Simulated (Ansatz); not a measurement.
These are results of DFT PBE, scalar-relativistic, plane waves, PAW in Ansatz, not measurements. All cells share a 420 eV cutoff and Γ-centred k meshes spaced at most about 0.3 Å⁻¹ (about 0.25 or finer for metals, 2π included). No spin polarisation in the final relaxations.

These are static total energies at zero pressure. All come from trial cells, and lower structures may exist.

Problem. Order these relaxed structures of TiAl₃Ni₂ by energy, lowest first, with the energy over the lowest of them.
A.

Space group P-3m1 (No. 164). a = 4.183 Å, b = 4.183 Å, c = 5.430 Å, α = 90.00°, β = 90.00°, γ = 120.00°
```json
{"atom": "Ti", "site": "1b", "symmetry": "-3m.", "x": "0.0000", "y": "0.0000", "z": "0.5000"}
{"atom": "Al", "site": "2d", "symmetry": "3m.", "x": "0.3333", "y": "0.6667", "z": "0.2537"}
{"atom": "Al", "site": "1a", "symmetry": "-3m.", "x": "0.0000", "y": "0.0000", "z": "0.0000"}
{"atom": "Ni", "site": "2d", "symmetry": "3m.", "x": "0.3333", "y": "0.6667", "z": "0.7533"}
```

B.

Space group P4/mmm (No. 123). a = 2.881 Å, b = 2.881 Å, c = 9.736 Å, α = 90.00°, β = 90.00°, γ = 90.00°
| atom | site | symmetry | x | y | z |
| --- | --- | --- | --- | --- | --- |
| Ti | 1b | 4/mmm | 0.0000 | 0.0000 | 0.5000 |
| Al | 1c | 4/mmm | 0.5000 | 0.5000 | 0.0000 |
| Al | 2h | 4mm | 0.5000 | 0.5000 | 0.2981 |
| Ni | 2g | 4mm | 0.0000 | 0.0000 | 0.8514 |

Solution. B (0 meV/atom), A (70 meV/atom). Forms: B P4/mmm; A P-3m1. Counting all near atoms (those within 1.25 times the shortest distance at each site; a plus sign parts nearer from farther groups; a slash parts the counts of unlike sites): B has Ti 12+2, Al 4+9/8+6, Ni 8+5; A has Ti 14, Al 3+8/14, Ni 3+8.

Trial moments died out on the coarse mesh in P4/mmm and P-3m1; another magnetic start might hold. Cells relaxed within their symmetry can be saddle points. Some structure types and database cells were kept out of the candidates from the start, so a known form may be missing.
